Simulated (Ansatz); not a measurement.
MgRh (Pm-3m); total moment held at 1.6 μB.

```
CELL_PARAMETERS angstrom
3.09920 0.00000 0.00000
0.00000 3.09920 0.00000
0.00000 0.00000 3.09920
ATOMIC_POSITIONS crystal
Mg 0.00000 0.00000 0.00000
Rh 0.50000 0.50000 0.50000
```

The source of the geometry is a structure as deposited in COD; atoms and cell stay fixed.

Settings: LDA, 11×11×11 k mesh, Fermi–Dirac smearing of 0.1 eV. LAPW is all-electron LAPW in Ansatz 0.2.0. Site moments are integrated in spheres about the atoms. Start moments (μB): Rh2 1.6.

Iteration by iteration:

```
iteration  Harris–Foulkes energy less the last (meV)  density residual (eV)  M (μB)  ∫|m| (μB)
        1                                   -395.631                1.0e-01  1.6000     1.6002
        2                                    -29.107                7.3e-02  1.6000     1.6002
        3                                     -6.697                2.2e-02  1.6000     1.6002
        4                                      0.166                1.4e-05  1.6000     1.6002
        5                                     -0.009                6.1e-06  1.6000     1.6002
        6                                      0.000                4.6e-07  1.6000     1.6002
        7                                      0.000                1.3e-08  1.6000     1.6002
        8                                      0.000                4.4e-10  1.6000     1.6002
```

Site moments (μB): Mg1 0.10, Rh2 1.33. Cell moment 1.60 μB.

The Ansatz runs typed with the search for lower states off end where their start leads. The magnetic state is the one that this cell and start allow. It needn't be the compound's measured order, which may need a larger cell or be absent.
